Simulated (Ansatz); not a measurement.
## Trial structures of Sn3C: starts and ends

The calculation used Ansatz, DFT PBE, scalar-relativistic, plane waves, PAW. Settings: cutoff 420 eV, Γ-centred meshes spaced at most about 0.3 Å⁻¹, and about 0.25 Å⁻¹ or finer for metals (2π included), Gaussian smearing. No spin polarisation in the final relaxations.

Each guess was relaxed in cell and atoms at zero pressure, within the symmetry of its start. These are static total energies at zero pressure. Coordination counts Sn atoms around C (those within 1.25 times the shortest such distance or 1.15 times the sum of covalent radii; a plus sign parts nearer from farther groups; the shortest distance is added where it is long for a bond).

| guess | made from | start group | V start (Å³/atom) | end group | V end (Å³/atom) | coordination at the end | gap on mesh (eV) | E over the lowest end (meV/atom) |
| --- | --- | --- | --- | --- | --- | --- | --- | --- |
| 1 | random cell | Im-3m | 27.1 | Im-3m | 22.9 | C 6 from 2.8 Å | 0 | 454 |
| 2 | random cell | Fm-3m | 23.4 | Fm-3m (BiF3 (D0_3)) | 22.0 | C 8+6 from 3.1 Å | 0 | 552 |
| 3 | V3Pt type | Pm-3n | 23.4 | ? | ? | ? | ? | ? |
| 4 | LaNd3 type | Pm-3m | 30.0 | Pm-3m (Cu3Au (L1_2)) | 22.3 | C 12 from 3.2 Å | 0 | 541 |
| 5 | ErI3 type | P6_3/mmc | 31.4 | P6_3/mmc | 24.1 | C 6 | 0 | 0 |

Guess 3 as it starts:

```cif
data_structure
_symmetry_space_group_name_H-M 'Pm-3n'
_symmetry_Int_Tables_number 223
_cell_length_a 5.7174
_cell_length_b 5.7174
_cell_length_c 5.7174
_cell_angle_alpha 90.000
_cell_angle_beta 90.000
_cell_angle_gamma 90.000
_cell_volume 186.89
loop_
_atom_site_label
_atom_site_type_symbol
_atom_site_symmetry_multiplicity
_atom_site_Wyckoff_symbol
_atom_site_fract_x
_atom_site_fract_y
_atom_site_fract_z
_atom_site_occupancy
Sn1 Sn 6 c 0.25000 0.00000 0.50000 1
C1 C 2 a 0.00000 0.00000 0.00000 1
```

Question: Fill in the missing row: what does this guess relax into, and where does it rank?

Answer: It ends in the A15 type, space group Pm-3n (No. 223), with a = 5.690 Å, 23.0 Å³/atom and no gap. It lies 0.63 eV/atom over the lowest end, above guess 2 and so the highest of the set. Counting Sn atoms around C, this end has C 12 from 3.2 Å and the lowest (guess 5) has C 6.

```xyz
8
Lattice="5.6901 0.0000 0.0000 0.0000 5.6901 0.0000 0.0000 0.0000 5.6901" Properties=species:S:1:pos:R:3 pbc="T T T"
Sn    1.4225    0.0000    2.8450
Sn    2.8450    4.2676    0.0000
Sn    4.2676    0.0000    2.8450
Sn    2.8450    1.4225    0.0000
Sn    0.0000    2.8450    4.2676
Sn    0.0000    2.8450    1.4225
C     0.0000    0.0000    0.0000
C     2.8450    2.8450    2.8450
```

Energies over the elements count from the elements' standard structures at the same level, with no fitted energy shifts. The references include grey tin.

Question: Is the lowest end bound against the elements?

Answer: No: its formation energy is +0.81 eV/atom. A positive value: parting into the elements would lower its energy.

For metals, differences of a few meV/atom aren't resolved. The reference form of C is held partly by dispersion forces, which this level lacks. Cells relaxed within their symmetry can be saddle points. A lower structure may well exist outside this small set. Some types were kept out of the candidates beforehand, so the set may lack a known form.
